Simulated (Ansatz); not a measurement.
Ti3Al (D019 type, space group P6_3/mmc)

```yaml
crystal:
  lattice:
    - [5.75564, 0.00000, 0.00000]
    - [-2.87782, 4.98453, 0.00000]
    - [0.00000, 0.00000, 4.65498]
  atoms:
    - { symbol: Ti, position: [0.83025, 0.66049, 0.25000] }
    - { symbol: Ti, position: [0.16975, 0.83025, 0.75000] }
    - { symbol: Ti, position: [0.33951, 0.16975, 0.25000] }
    - { symbol: Ti, position: [0.16975, 0.33951, 0.75000] }
    - { symbol: Ti, position: [0.83025, 0.16975, 0.25000] }
    - { symbol: Ti, position: [0.66049, 0.83025, 0.75000] }
    - { symbol: Al, position: [0.33333, 0.66667, 0.25000] }
    - { symbol: Al, position: [0.66667, 0.33333, 0.75000] }
```

The slice is a (-1 1 0 0) plane (indices of the conventional cell) through the point (0.170, 0.830, 0.750) (fractional), spanned by u = [001] and v = [110] in vectors of this cell: u (4.65 Å) and v (5.76 Å, at 90° to u). It covers one period; positions are fractions (u, v).

Calculation: PBE (plane waves to 420 eV, PAW, scalar-relativistic; Ansatz, a program for electronic structure). k mesh 10×10×10. These are valence fields of a PAW run, semicore shells included where kept as valence: close to a nucleus they are smooth pseudo fields. Ti3Al is run without spin polarisation. Ti3Al was relaxed with its symmetry unable to fall.

### Question
What is the valence density on the shortest Ti–Al line in this plane (2.88 Å), at its minimum between the atoms?

### Answer
0.20 e/Å³.

### Question
The ELF has a maximum in the middle third of the Ti–Al line. Where, and how high?

### Answer
0.61, 1.8 Å from Ti.

### Question
What is the ELF at the density minimum of the shortest Ti–Al line in this plane (2.88 Å)?

### Answer
0.3.

### Question
Predict the map of the valence electron density on the slice.

### Answer
| v \ u | 0.00 | 0.16 | 0.32 | 0.47 | 0.63 | 0.79 | 0.95 |
|---|---|---|---|---|---|---|---|
| 0.92 | 0.8 | -0.2 | -0.7 | -0.7 | -0.7 | -0.6 | 0.7 |
| 0.83 | -0.4 | -0.7 | -0.7 | -0.5 | -0.7 | -0.8 | -0.5 |
| 0.75 | -0.7 | -0.7 | -0.7 | -0.1 | -0.5 | -0.8 | -0.7 |
| 0.67 | -0.6 | -0.7 | -0.7 | -0.4 | -0.6 | -0.7 | -0.6 |
| 0.58 | -1.0 | -0.7 | -0.7 | -0.6 | -0.7 | -0.6 | -0.9 |
| 0.50 | -1.2 | -0.7 | -0.7 | -0.6 | -0.6 | -0.6 | -1.2 |
| 0.42 | -1.0 | -0.7 | -0.7 | -0.6 | -0.7 | -0.6 | -0.9 |
| 0.33 | -0.6 | -0.7 | -0.7 | -0.4 | -0.6 | -0.7 | -0.6 |
| 0.25 | -0.7 | -0.7 | -0.7 | -0.1 | -0.5 | -0.8 | -0.7 |
| 0.17 | -0.4 | -0.7 | -0.7 | -0.5 | -0.7 | -0.8 | -0.5 |
| 0.08 | 0.8 | -0.2 | -0.7 | -0.7 | -0.7 | -0.6 | 0.7 |
| 0.00 | 1.0 | 0.2 | -0.7 | -0.7 | -0.7 | -0.4 | 1.0 |

Values: log₁₀ of the valence density in e/Å³. The scale is logarithmic, as a density can span decades between atoms and voids.
